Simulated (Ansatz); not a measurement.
MgO:
```
CELL_PARAMETERS angstrom
      0.00000     2.10707     2.10707
      2.10707     0.00000     2.10707
      2.10707     2.10707     0.00000
ATOMIC_POSITIONS crystal
  O  0.00000 0.00000 0.00000
  Mg 0.50000 0.50000 0.50000
```

Cartesian axes are those of the cell as given.

Question: Give the high-frequency dielectric tensor and the Born effective charge tensors of the independent atoms from DFPT, PBEsol (plane waves, PAW; program Ansatz).

Answer: 
ε∞:
```
3.25  0.00  0.00
0.00  3.25  0.00
0.00  0.00  3.25
```
Z* of atom 1 (O), rows: field, columns: displacement, in e:
```
-1.98   0.00   0.00
 0.00  -1.98   0.00
 0.00   0.00  -1.98
```
Z* of atom 2 (Mg), rows: field, columns: displacement, in e:
```
1.98  0.00  0.00
0.00  1.98  0.00
0.00  0.00  1.98
```

Space group Fm-3m (rock salt). Symmetry was held in the PBEsol relaxation.

Potentials: the later of the program's two PAW sets.
